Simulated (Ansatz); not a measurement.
Relaxed-ion elastic tensor of Sr2TaNO3 in space group Immm (No. 71; Pearson symbol oI14) in GPa (Voigt order), DFT-PBEsol in the program Ansatz with PAW potentials; density 6.84 g/cm³, 14.49 Å³ per atom.

```
 308  58.2  83.8   0.0   0.0   0.0
58.2   323  70.2   0.0   0.0   0.0
83.8  70.2   261   0.0   0.0   0.0
 0.0   0.0   0.0  64.1   0.0   0.0
 0.0   0.0   0.0   0.0  63.5   0.0
 0.0   0.0   0.0   0.0   0.0  79.0
```

Question: Is the crystal mechanically stable?

Answer: Yes: the smallest eigenvalue of C is 63.5 GPa.

Question: Work out the Voigt, Reuss and Hill averages.

Answer: K_V = 146, K_R = 146, K_H = 146; G_V = 86.6, G_R = 80.5, G_H = 83.6 GPa.

Question: Give Young's modulus, Poisson's ratio, Pugh's ratio and the universal anisotropy index.

Answer: E = 9KG/(3K + G) = 211 GPa; ν = 0.26; K/G = 1.75 (near the Pugh limit of 1.75, no verdict); A_U = 5G_V/G_R + K_V/K_R − 6 = 0.38.

Question: Estimate the sound speeds and the Debye temperature.

Answer: v_l = √((K + 4G/3)/ρ) = 6130 m/s, v_t = √(G/ρ) = 3490 m/s, mean 3880 m/s; Θ = (h/k)(3n/4πV)^(1/3) v_m = 474 K.

Question: How much does each axis shrink under pressure?

Answer: Linear compressibilities β_i = Σ_j S_ij (j = 1 to 3): x 2.1, y 2.2, z 2.6 per TPa.

The first step of the workflow began from a Materials Project structure, measured or hypothetical; the Crystallography Open Database copy checked does not list it. With N and O taken as one species the cell has the higher symmetry I4/mmm, so it may be an ordered model of a mixed-site phase. Whether it is the stable phase at ambient conditions was not checked. The PBEsol relaxation kept the symmetry of its start. At this level the phase is dynamically unstable (imaginary phonons). No spin polarisation was allowed. Spin–orbit coupling is left out wherever it is not named.

Potentials: the later of the program's two PAW sets.
